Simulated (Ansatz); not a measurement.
Level: r2SCAN, no spin polarisation; 500 eV; 7×3×8 Γ-centred mesh; fermi-dirac occupations (width 0.1 eV); Ansatz 0.2.0, fixed geometry.

Computed maps in the lattice plane spanned by a (left to right, 4.82 Å, 15 points from zero) and c (bottom to top, 4.34 Å, 13 points from zero), 90° apart, at height 0.500 along b. The fields are smooth PAW ones with compensation charges, not the true ones near nuclei.

Valence density. Digits on a logarithmic scale: 0 up to 0.03 e/Å³, each further digit a factor of 1.6, 9 from 1.3 e/Å³ up:
```
876434799743467
998547999974589
999658999985699
998658999985689
997546999964579
997655666655679
999887644678899
999999744799999
899999855899999
679999744799997
457998533589975
235665422456653
443333344333334
```

Task: The cell is NaScCO5. Which atoms lie within 0.2 Å of this plane, and where (fractions of a and c)?

Result: C at (0.00, 0.45), O at (0.76, 0.29), O at (0.24, 0.29), O at (0.00, 0.76), Sc at (0.50, 0.75). The whole cell:
```xyz
16
Lattice="4.8231 0.0000 0.0000 0.0000 10.6077 0.0000 0.0000 0.0000 4.3384" Properties=species:S:1:pos:R:3 pbc="T T T"
C     0.0000    5.3039    1.9610
C     2.4116    0.0000    2.3775
O     1.2395    0.0000    3.0716
O     3.6511    5.3039    1.2668
O     3.5836    0.0000    3.0716
O     1.1720    5.3039    1.2668
O     0.0000    8.5074    1.0846
O     2.4116    3.2035    3.2538
O     0.0000    2.1003    1.0846
O     2.4116    7.4042    3.2538
O     2.4116    0.0000    1.0412
O     0.0000    5.3039    3.2972
Sc    0.0000    0.0000    1.0846
Sc    2.4116    5.3039    3.2538
Na    0.0000    2.6519    3.2538
Na    2.4116    7.9558    1.0846
```

Origin: a known structure type with other elements, at an estimated volume, so it need not be a known compound. Caveats: many states at the Fermi level without spin polarisation, so a magnetic state may lie lower; atoms or cell far from equilibrium.
